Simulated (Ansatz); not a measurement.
BeS in space group P6_222 (No. 180; Be on 3d, S on 3c) at seven volumes, DFT-PBE in the program Ansatz with PAW potentials, shape and atoms relaxed at each. One row is withheld.

```json
[
 {"V (Å³/atom)": "12.226", "P (GPa)": "11.26"},
 {"V (Å³/atom)": "12.629", "P (GPa)": "6.95"},
 {"V (Å³/atom)": "13.032", "P (GPa)": "3.22"},
 {"V (Å³/atom)": "13.435", "P (GPa)": "0.00"},
 {"V (Å³/atom)": "13.838", "P (GPa)": "?"},
 {"V (Å³/atom)": "14.241", "P (GPa)": "-5.19"},
 {"V (Å³/atom)": "14.644", "P (GPa)": "-7.28"}
]
```

Problem. Fit the shown pressures and predict the withheld one.

Solution. P = (3/2)B₀(x^(7/2) − x^(5/2))[1 + (3/4)(B′ − 4)(x − 1)] with x = (V₀/V)^(2/3). Least squares on the six rows gives V₀ = 13.435 Å³/atom, B₀ = 99.7 GPa, B′ = 3.83. At V = 13.838, x = 0.9805 and P = -2.78 GPa. The run itself gave -2.78 GPa.

A made-up cell: these elements were put on the sites of a structure type; neither database checked (COD, Materials Project) lists it. COD files the formula under space group No. 216, so this cell is another polymorph or a model. Its standing as an ambient phase is unchecked. The cell was relaxed with PBE under the symmetry of its start; its stability against distortions is not shown here.

Potentials: the later of the program's two PAW sets.
